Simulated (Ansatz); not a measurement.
VBiO4 in space group C2 (No. 5; V on 2a, Bi on 2b, O on 4c, O on 4c), DFT-LDA in the program Ansatz with PAW potentials, all energies at zero smearing, with the estimated change up to a 700 eV cutoff added, with one set of potentials and settings (totals compare only within such a set). Cell of 6 atoms (1 V, 1 Bi, 4 O): -17168.735 eV.

```json
[
 {"element": "V", "reference phase": "Im-3m, 1 atoms in the cell", "E (eV/atom)": "-2860.4601"},
 {"element": "Bi", "reference phase": "R-3m, 2 atoms in the cell", "E (eV/atom)": "-12085.8651"},
 {"element": "O", "reference phase": "C2/m, 4 atoms in the cell, spin-polarised", "E (eV/atom)": "-552.6518"}
]
```

Formation energy per atom, worked out: (-17168.735 − 1×(-2860.4601) − 1×(-12085.8651) − 4×(-552.6518))/6 = -1.967 eV/atom (-190 kJ per mol of atoms), at 0 K, without zero-point energy or fitted corrections.

The first step of the workflow began from a Materials Project structure, measured or hypothetical; the Crystallography Open Database copy checked does not list it. It is not the phase usual at ambient conditions (space group No. 88). The cell was relaxed with LDA under the symmetry of its start; of distortions, only those at the zone centre were tested. The run is not spin-polarised. No Hubbard U is applied. The references are the lowest solids computed at this level, not always the standard phases (solids in place of the gases). Spin–orbit coupling is left out wherever it is not named.

Potentials: the later of the program's two PAW sets.
